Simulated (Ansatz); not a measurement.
CoSi2 (fluorite or antifluorite type, Fm-3m), a = 5.3146 Å, b = 5.3146 Å, c = 5.3146 Å, α = 90.00°, β = 90.00°, γ = 90.00°; the cell used has 3 atoms.

Relaxed with r²SCAN.

Decompose the optical modes at the zone centre into irreducible representations, and say which are infrared and Raman allowed.

Point group m-3m: Γ_opt = T1u + T2g. Infrared: T1u. Raman: T2g.

Assign frequencies (DFPT, plane-wave PAW r²SCAN (Ansatz code)).

T2g 335, T1u 348 cm⁻¹.

The r²SCAN relaxation kept the symmetry of its start; of distortions, only those at the zone centre were tested. The run is not spin-polarised. As this level gives no gap, phonon frequencies hold no LO–TO term and depend on the k-mesh and smearing (Fermi–Dirac, 0.1 eV here).

Potentials: the earlier of the program's two PAW sets.
